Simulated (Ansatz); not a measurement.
HfGe$_{2}$:
```
CELL_PARAMETERS angstrom
      4.40894     0.00000     0.00000
     -2.20447     3.81825     0.00000
      0.00000     0.00000     3.40233
ATOMIC_POSITIONS crystal
  Hf 0.00000 0.00000 0.00000
  Ge 0.33333 0.66667 0.50000
  Ge 0.66667 0.33333 0.50000
```

Relaxed with PBE. Special points in fractions of this cell's reciprocal vectors: Γ (0.000, 0.000, 0.000); M (0.500, 0.000, 0.000); K (0.333, 0.333, 0.000); A (0.000, 0.000, 0.500); L (0.500, 0.000, 0.500); H (0.333, 0.333, 0.500).

Task: List the band energies nearest the Fermi level at these points for the program Ansatz at the PBE level (PAW).

Result: In eV from the Fermi level; about four levels below and three above (degenerate sets whole), none deeper than 8.9 eV; points with the same levels are listed once.

```csv
k,below,above
Γ,-4.26 -4.13 -4.13 -1.72,0.23 0.49 0.49
M,-4.26 -4.01 -0.57,0.35 0.51 1.74
K,-6.86 -0.46 -0.16 -0.16,0.14 0.14 4.18
A,-1.94 -1.94 -0.18 -0.18,1.03 4.40 5.29
L,-4.58 -4.06 -4.04 -0.76,0.91 1.59 2.55
H,-4.52 -3.76 -3.76 -0.48,0.68 0.68 2.44 2.44
```

Space group P6/mmm. A made-up cell: these elements were put on the sites of a structure type; neither database checked (COD, Materials Project) lists it. COD files the formula under space group No. 63, so this cell is another polymorph or a model. Its standing as an ambient phase is unchecked. The PBE relaxation kept the symmetry of its start; its stability against distortions is not shown here. The run is not spin-polarised. Scalar-relativistic: spin–orbit coupling is off unless named, which matters more the heavier the elements.

Potentials: the later of the program's two PAW sets.
